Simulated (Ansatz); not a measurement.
PtPb (NiAs type)

```xyz
4
Lattice="4.3212 0.0000 0.0000 -2.1606 3.7423 0.0000 0.0000 0.0000 5.5203" Properties=species:S:1:pos:R:3 pbc="T T T"
Pt     0.0000     0.0000     2.7601
Pt     0.0000     0.0000     0.0000
Pb     0.0000     2.4948     1.3801
Pb     2.1606     1.2474     4.1402
```

The slice is a (0001) plane (indices of the conventional cell) through the point (0.000, 0.000, 0.000) (fractional), spanned by u = [110] and v = [1 -1 0] in vectors of this cell: u (4.32 Å) and v (7.48 Å, at 90° to u). It covers one period; positions are fractions (u, v).

Method: r2SCAN (plane waves to 500 eV, PAW, scalar-relativistic; Ansatz, a first-principles code). k mesh 12×12×9. These are valence fields of a PAW run, semicore shells included where kept as valence: close to a nucleus they are smooth pseudo fields. PtPb is run without spin polarisation. PtPb was relaxed with its symmetry unable to fall. Spin-orbit coupling is left out, though Pb and Pt are heavy.

Predict the map of the valence electron density on the slice.


```tsv
v \ u	0.00	0.17	0.33	0.50	0.67	0.83
0.88	0.0	-0.4	-0.8	-0.8	-0.8	-0.4
0.75	-0.8	-1.0	-1.0	-0.8	-1.0	-1.0
0.62	-0.8	-0.8	-0.4	0.0	-0.4	-0.8
0.50	-1.0	-0.7	0.5	1.1	0.5	-0.7
0.38	-0.8	-0.8	-0.4	0.0	-0.4	-0.8
0.25	-0.8	-1.0	-1.0	-0.8	-1.0	-1.0
0.12	0.0	-0.4	-0.8	-0.8	-0.8	-0.4
0.00	1.1	0.5	-0.7	-1.0	-0.7	0.5
```

Values: log₁₀ of the valence density in e/Å³. The scale is logarithmic, as a density can span decades between atoms and voids.
